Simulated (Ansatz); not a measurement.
BC₅:
```xyz
6
Lattice="2.5376 0.0000 0.0000 -1.2688 2.1976 0.0000 0.0000 0.0000 6.3636" Properties=species:S:1:pos:R:3 pbc="T T T"
B      0.0000     0.0000     0.0229
C      0.0000     1.4651     0.7076
C      0.0000     1.4651     2.2043
C      1.2688     0.7325     2.7288
C      1.2688     0.7325     4.2758
C      0.0000     0.0000     4.7751
```

Relaxed with PBEsol. Special points in fractions of this cell's reciprocal vectors: Γ (0.000, 0.000, 0.000); M (0.500, 0.000, 0.000); K (0.333, 0.333, 0.000); A (0.000, 0.000, 0.500); L (0.500, 0.000, 0.500); H (0.333, 0.333, 0.500).

Problem. List the band energies nearest the Fermi level at these points for PBEsol in the plane-wave PAW code Ansatz.

Solution. In eV from the Fermi level; about four levels below and three above (degenerate sets whole), none deeper than 8.9 eV; points with the same levels are listed once.

| k | below | above |
|---|---|---|
| Γ | -1.68 -1.68 -0.40 -0.40 | 0.95 2.59 2.59 |
| M | -3.91 -3.13 -2.83 -0.71 | 5.42 5.91 7.89 |
| K | -6.38 -3.86 -3.30 -2.38 | 6.74 7.18 7.89 |
| A | -1.74 -1.74 -0.19 -0.19 | 2.24 2.24 7.72 7.72 |
| L | -4.95 -3.53 -1.42 -0.28 | 5.85 7.10 8.57 |
| H | -5.26 -4.91 -4.90 -3.41 | 8.90 9.10 9.50 |

Space group P3m1. The start of the workflow was typed in or built on a structure type; the Crystallography Open Database copy checked does not list it. Its standing as an ambient phase is unchecked. Symmetry was held in the PBEsol relaxation; its stability against distortions is not shown here. Its formation energy is positive at this level, so the cell may be metastable or incomplete.

Potentials: the later of the program's two PAW sets.
